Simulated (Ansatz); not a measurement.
**Compressing CsCdCl3: a fit and a missing row**

CsCdCl3, Pm-3m, a = 5.112 Å. The structure is a COD entry; whether it is the stable form wasn't checked. Ansatz: LDA, PAW, 420 eV, Γ-centred 6×6×6 mesh on 5 atoms, Gaussian smearing 0.02 eV; no spin polarisation. Symmetry fixes shape and atoms, so the cell is only scaled; pressure is positive in compression.

| V (Å³/atom) | P (GPa) |
| --- | --- |
| 23.514 | ? |
| 24.316 | 5.13 |
| 25.117 | 3.12 |
| 25.919 | 1.43 |
| 26.721 | 0.03 |
| 27.522 | -1.15 |
| 28.324 | -2.13 |
| 29.393 | -3.20 |

**Question.** Take V0 = 26.721 Å³/atom, count pressures from its P0 = 0.03 GPa, fit the third-order Birch–Murnaghan form to the other rows, and predict the missing pressure.

**Answer.** With the Eulerian strain f = ½[(V0/V)^(2/3) − 1] and y = (P − P0)/[3f(1 + 2f)^(5/2)], the form is the line y = B0 + 1.5 B0 (B0′ − 4) f. Rows (f, y): 0.03245, 44.8; 0.02107, 44.1; 0.01026, 43.2; -0.00975, 42.4; -0.01905, 41.6; -0.03078, 41.0. Means f = 0.0007000, y = 42.850; Σ(Δf)² = 0.003005, ΣΔfΔy = 0.1783; the slope is their ratio. y = 42.81 + 59.36 f GPa, so B0 = 42.8 GPa and B0′ = 4 + 2 × (59.36)/(3 × 42.81) = 4.92. At V = 23.514, f = 0.04449, y = 45.45 and P = 7.54 GPa. The run gave 7.53 GPa, so the fit is 0.01 GPa too high, a small miss on the scale of the series.

Symmetry holds off the tilts and polar distortions that many cubic perovskites undergo.